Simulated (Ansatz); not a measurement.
Here is the system:

AlN:
```cif
data_Al2N2
_chemical_formula_sum 'Al2 N2'
_space_group_name_H-M_alt 'P63mc'
_space_group_IT_number 186
_space_group_name_Hall 'P 6c -2c'
_cell_length_a 3.10664
_cell_length_b 3.10664
_cell_length_c 4.97863
_cell_angle_alpha 90.000
_cell_angle_beta 90.000
_cell_angle_gamma 120.000
loop_
_atom_site_label
_atom_site_type_symbol
_atom_site_symmetry_multiplicity
_atom_site_Wyckoff_symbol
_atom_site_fract_x
_atom_site_fract_y
_atom_site_fract_z
_atom_site_occupancy
Al1 Al 2 b 0.66667 0.33333 0.00341 1
N1 N 2 b 0.33333 0.66667 0.12179 1
```

This is the r²SCAN-relaxed structure.

Task: All from DFT-r²SCAN in the program Ansatz with PAW potentials, unless another level is named. Give the HSE06 gap on the r²SCAN cell.

Result: 5.60 eV.

Task: Predict the formation energy from the elements (no fitted shifts).

Result: -1.62 eV/atom.

Task: What about the hole effective mass?

Result: 0.25, 4.4, 4.4 mₑ (principal values).

Task: What about the valence-band maximum?

Result: at Γ.

Space group P6_3mc (wurtzite). The cell was relaxed with r²SCAN under the symmetry of its start; phonons on a q-mesh show no instability. The references are the lowest solids computed at this level, not always the standard phases (solids in place of the gases).

Potentials: the later of the program's two PAW sets.
